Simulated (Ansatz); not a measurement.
Two states of GdTiSn

```
CELL_PARAMETERS angstrom
0.00000 4.19960 0.00000
4.19960 0.00000 0.00000
2.09980 2.09980 -7.98285
ATOMIC_POSITIONS crystal
Sn 0.12680 0.12680 0.74640
Sn 0.87320 0.87320 0.25360
Ti 0.50000 0.00000 0.00000
Ti 0.00000 0.50000 0.00000
Gd 0.32510 0.32510 0.34980
Gd 0.67490 0.67490 0.65020
```

Level: PBE, with U_eff = 6.45 eV on Gd f, U_eff = 1.7 eV on Ti d (all-electron-ortho-atomic projectors); 420 eV; 6×6×6 Γ-centred mesh; gaussian occupations (width 0.1101 eV); Ansatz 0.2.0, fixed geometry.

State A: Ti3 up, Ti4 up, Gd5 up, Gd6 up (collinear spin). State B: Ti3 up, Ti4 down, Gd5 up, Gd6 down (collinear spin).

**Question.** Which state is lower, and how do they differ?

**Answer.** State A is lower by 92.7 meV an atom at zero smearing; in free energy at this smearing B lies +91.3 meV an atom from A.

```json
{"state": "A", "free energy (meV/atom)": "0.0", "largest moment in a small sphere (μB)": "7.27", "net moment (μB/cell)": "18.34", "gap on mesh (eV)": "metal", "pressure (GPa)": "5.8", "largest force (eV/Å)": "0.13"}
{"state": "B", "free energy (meV/atom)": "91.3", "largest moment in a small sphere (μB)": "7.12", "net moment (μB/cell)": "0.06", "gap on mesh (eV)": "metal", "pressure (GPa)": "6.5", "largest force (eV/Å)": "0.24"}
```

Origin: a known structure type with other elements, at an estimated volume, so it need not be a known compound.
